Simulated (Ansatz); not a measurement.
YC₂ (MoSi2 or CaC2 type, I4/mmm), plane-wave PAW LDA (Ansatz code), all energies at zero smearing, with the estimated change up to a 700 eV cutoff added, with one set of potentials and settings (totals compare only within such a set). Cell of 3 atoms (1 Y, 2 C): -4232.207 eV.

```csv
element,reference phase,E (eV/atom)
Y,"P6_3/mmc, 2 atoms in the cell",-3745.5584
C,"Fd-3m, 2 atoms in the cell",-242.9976
```

Formation energy per atom, worked out: (-4232.207 − 1×(-3745.5584) − 2×(-242.9976))/3 = -0.218 eV/atom (-21 kJ per mol of atoms), at 0 K, without zero-point energy or fitted corrections.

The workflow started from an entry of the Crystallography Open Database (COD). Whether it is the stable phase at ambient conditions was not checked. The cell was relaxed with LDA under the symmetry of its start; of distortions, only those at the zone centre were tested. The run is not spin-polarised. The references are the lowest solids computed at this level, not always the standard phases.

Potentials: the later of the program's two PAW sets.
